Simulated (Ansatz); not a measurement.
This run works on a generated trial structure, not on a known crystal.

Input and command of a plane-wave DFT calculation in Ansatz:

```yaml
crystal:
  lattice:
    - [2.9843551, 1.72301822, 6.07904205]
    - [-2.9843551, 1.72301822, 6.07904205]
    - [0.0, -3.44603644, 6.07904205]
  atoms:
    - { symbol: Cd, position: [0.5, 0.5, 0.0] }
    - { symbol: Cd, position: [0.0, 0.5, 0.5] }
    - { symbol: Cd, position: [0.5, 0.0, 0.5] }
    - { symbol: Sn, position: [0.5, 0.5, 0.5] }
    - { symbol: S, position: [0.39068915, 0.39068915, 0.39068915] }
    - { symbol: S, position: [0.60931085, 0.60931085, 0.60931085] }
    - { symbol: S, position: [0.29035208, 0.29035208, 0.29035208] }
    - { symbol: S, position: [0.70964792, 0.70964792, 0.70964792] }
basis:
  ecutwfc: 420
kpoints:
  mp_grid: { grid: [3, 3, 3] }
hamiltonian:
  xc: pbe
scf:
  occupations: { method: gaussian, width: 0.15 }
  lower_state_search: "off"
output:
  forces: true
  stress: true
  eigenvalues: true
relax:
  adjacent_minimum: "off"
  f_tol: 0.08
  max_steps: 16
  cell: { stress_tol: 0.8 }
```

```bash
ansatz run input.yaml --threads 1 --pin off --max-ram 2560MiB --backend cpu --events-out ev --progress --plain --runs-dir out
```

Processor: Intel(R) Xeon(R) Processor @ 2.50GHz (Skylake/Cascade Lake), 1 thread, on a host shared with other jobs.

How long does it run, and how much memory does it take?

About 4.6 min, peak memory 0.76 GiB. It solves 59 bands at 6 k points (after reduction by symmetry) with about 7205 plane waves (on the last cell), in 123 SCF iterations over 17 ionic steps, the closing evaluation included.
